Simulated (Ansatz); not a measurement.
**Vibrational response of Na₃SCl at -1.1 GPa**

The calculation used Ansatz 0.2.0, DFT LDA, scalar-relativistic, plane waves, PAW. Settings: 420 eV plane-wave cutoff, Γ-centred 6×6×6 mesh, fixed occupations. No spin polarisation. Phonons by linear response, acoustic sum rule imposed.

The cell is fixed (symmetry leaves no force on the atoms) and stands under -1.1 GPa:
```
CELL_PARAMETERS angstrom
4.94930 0.00000 0.00000
0.00000 4.94930 0.00000
0.00000 0.00000 4.94930
ATOMIC_POSITIONS crystal
S 0.00000 0.00000 0.00000
Cl 0.50000 0.50000 0.50000
Na 0.50000 0.50000 0.00000
Na 0.50000 0.00000 0.50000
Na 0.00000 0.50000 0.50000
```

Its imaginary modes show that this cell, the ideal cubic antiperovskite prototype, isn't a minimum of the energy. The run warned that the force constants aren't converged on this k mesh, so the frequencies and all that is formed from them are rough.

Task: Give the high-frequency dielectric tensor ε∞.

Result:
```
4.05 0.00 0.00
0.00 4.05 0.00
0.00 0.00 4.05
```

Task: Give the Born effective charges.

Result:
```csv
atom,Z*xx,Z*yy,Z*zz,mean
S (atom 1),-2.31,-2.31,-2.31,-2.31
Cl (atom 2),-1.16,-1.16,-1.16,-1.16
Na (atom 3),1.27,1.27,0.92,1.16
```